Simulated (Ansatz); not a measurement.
The start is a generated cell, Si2W built in the C49 structure type. Cell shape, volume and atoms are optimised at zero target pressure with r2SCAN (plane waves to 500 eV, PAW, scalar-relativistic; Ansatz, an electronic-structure program). First-step values are on the input's coarse k-mesh.

Ansatz input (later rounds restart from its end on a renewed k-mesh):
Ansatz 0.2 input:
```yaml
crystal:
  lattice:
    - [1.764625, -6.963882, 0]
    - [1.764625, 6.963882, 0]
    - [0, 0, 3.472479]
  atoms:
    - { symbol: Si, position: [0.939, 0.061, 0.75] }
    - { symbol: Si, position: [0.061, 0.939, 0.25] }
    - { symbol: Si, position: [0.25, 0.75, 0.75] }
    - { symbol: Si, position: [0.75, 0.25, 0.25] }
    - { symbol: W, position: [0.604, 0.396, 0.75] }
    - { symbol: W, position: [0.396, 0.604, 0.25] }
basis: { ecutwfc: 500, ecutrho_ratio: 4, xc_grid: 4, fft_grid_basis: typed }
kpoints: { mp_grid: { grid: [7, 7, 7] } }
hamiltonian:
  xc: r2scan
  dispersion: none
  pseudopotentials: { kind: paw }
scf: { occupations: { method: fermi_dirac, width: 0.05 } }
relax: { f_tol: 0.01, max_steps: 100, cell: { stress_tol: 0.02 } }
output: { forces: true, stress: true }
```

**Question.** How large is the pressure on the unrelaxed cell, and of which sign?

**Answer.** -3 GPa (negative: the cell is under tension).

**Question.** How much energy is released per atom?

**Answer.** 0.13 eV/atom.

**Question.** How do the shortest distances between atoms change?

**Answer.** The closest pairs of elements (up to four, under 3.6 Å), start → end: Si–Si 2.43 → 2.40 Å; Si–W 2.55 → 2.52 Å; W–W 3.38 → 3.34 Å.

**Question.** What band gap does the relaxed structure have at this level?

**Answer.** No gap (metallic).

**Question.** Give the final cell and atomic positions.

**Answer.** 
Space group Cmcm (No. 63); a = 3.4368 Å, b = 15.5502 Å, c = 3.3366 Å, α = β = γ = 90.00°

```json
[
 {"atom": "Si", "site": "4c", "symmetry": "m2m", "x": "0.0000", "y": "0.0611", "z": "0.2500"},
 {"atom": "Si", "site": "4c", "symmetry": "m2m", "x": "0.0000", "y": "0.2477", "z": "0.7500"},
 {"atom": "W", "site": "4c", "symmetry": "m2m", "x": "0.0000", "y": "0.3704", "z": "0.2500"}
]
```
(The calculation used a cell of 6 atoms; values per cell refer to that cell.)

The space group stays Cmcm (No. 63) (the run could not lower it); the end is AFLOW prototype A2B_oC12_63_2c_c (C49, as in ZrSi2), with 6 atoms in the primitive cell. Final values are on a 14×14×14 k-mesh of the relaxed cell. No spin polarisation in the result.

The run could not lose the symmetry of its start, so the end can be a saddle point.

The relaxed structure here is a generated cell of Si2W: the first start was made by placing the elements on the sites of a structure type, and the end was not matched to a known phase here, so it may be hypothetical. Known forms of Si2W include space group No. 139.
